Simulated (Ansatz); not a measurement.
Ge:
```xyz
8
Lattice="-3.4704 3.4704 3.4704 3.4704 -3.4704 3.4704 3.4704 3.4704 -3.4704" Properties=species:S:1:pos:R:3 pbc="T T T"
Ge     1.0275     4.4979    -1.0275
Ge    -1.0275     2.4429     1.0275
Ge     2.4429     2.4429     2.4429
Ge     1.0275     1.0275     1.0275
Ge     4.4979    -1.0275     1.0275
Ge     2.4429     1.0275    -1.0275
Ge    -1.0275     1.0275     4.4979
Ge     1.0275    -1.0275     2.4429
```

Relaxed with PBEsol. Special points in fractions of this cell's reciprocal vectors: Γ (0.000, 0.000, 0.000); H (0.500, -0.500, 0.500); N (0.000, 0.000, 0.500); P (0.250, 0.250, 0.250).

Q: List the band energies nearest the Fermi level at these points for plane-wave PAW PBEsol with spin–orbit coupling (Ansatz code).

A: In eV from the Fermi level; about four levels below and three above (degenerate sets whole), none deeper than 8.9 eV; points with the same levels are listed once.

```
k                                            below                                    above
-  -----------------------------------------------  ---------------------------------------
Γ              -1.30 -1.30 -1.30 -1.30 -0.78 -0.78            1.57 1.57 1.65 1.65 1.65 1.65
H                          -2.36 -2.36 -1.58 -1.58            0.31 0.31 0.55 0.55 0.55 0.55
N                          -1.09 -1.09 -1.09 -1.09                      0.42 0.42 0.42 0.42
P  -2.76 -2.76 -2.76 -2.76 -2.76 -2.76 -2.67 -2.67  2.14 2.14 2.25 2.25 2.25 2.25 2.25 2.25
```

Space group Ia-3. The first step of the workflow began from a Materials Project structure, measured or hypothetical; the Crystallography Open Database copy checked does not list it. It is not the phase usual at ambient conditions (space group No. 227). Symmetry was held in the PBEsol relaxation; whether a distortion lowers the energy is not shown.

Potentials: the earlier of the program's two PAW sets. The files were generated under PBE; for other functionals the program regenerates the frozen cores, and for LDA and PBEsol the local potential too.
